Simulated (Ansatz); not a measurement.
## Rh: an elastic constant from a strain scan

Method: DFT PBEsol, scalar-relativistic, plane waves, PAW in Ansatz. The runs took a 420 eV cutoff, a Γ-centred 28×28×28 mesh and Gaussian smearing (0.15 eV). No spin polarisation. Energies are free energies at this smearing, counted from the undisturbed cell; pressure is positive in compression.

Zero of the scan (relaxed at this level; with this scan's settings it stands at 0.1 GPa):

```
Rh
1.0
     0.00000    1.89000    1.89000
     1.89000    0.00000    1.89000
     1.89000    1.89000    0.00000
Rh
1
Cartesian
  0.0000 0.0000 0.0000
```

The cell is strained by ε times the Voigt pattern (0, 1, 0, 0, 0, 0) (xx, yy, zz, yz, xz, xy; engineering shear) with fractional coordinates fixed. The cell holds 1 atom in V0 = 13.50 Å³. The stress column is τ = (1/V0) dE/dε, got from the stress tensor σ (compression positive) at each point as −det(1 + εP) σ : P(1 + εP)⁻¹, with P the pattern as a tensor.

```csv
ε,ΔE (meV/atom),τ (GPa)
-0.1000,243.924,-63.370
-0.0750,130.770,-44.390
-0.0500,55.374,-27.541
-0.0250,13.229,-12.810
0.0000,0.000,-0.073
0.0250,11.597,10.776
0.0500,44.179,19.869
0.0750,94.174,27.325
0.1000,?,?
```

**Question.** Which combination of elastic constants does this scan measure, and how large is it?

**Answer.** For small ε, τ = τ0 + Kε with K = pᵀCp, which for this pattern is C11 in the cubic axes. The parabola through τ at ε = -0.0250, 0 and 0.0250 has slope K = 472 GPa at zero. The energies per cell, E = NΔE, of the same two points give K = 2[E(ε₊)/ε₊ − E(ε₋)/ε₋]/[(ε₊ − ε₋)V0] = 471 GPa, in agreement.

**Question.** Predict the withheld row at ε = 0.1000 from the harmonic law, and compare.

**Answer.** ΔE = V0(τ0 ε + Kε²/2)/N = 198.164 meV/atom and τ = 47.10 GPa. The calculation gives 158.269 meV/atom and 33.28 GPa: the energy lies 20 % below the harmonic value, as bonds soften when stretched.

In a metal these slopes depend on the k mesh and the smearing.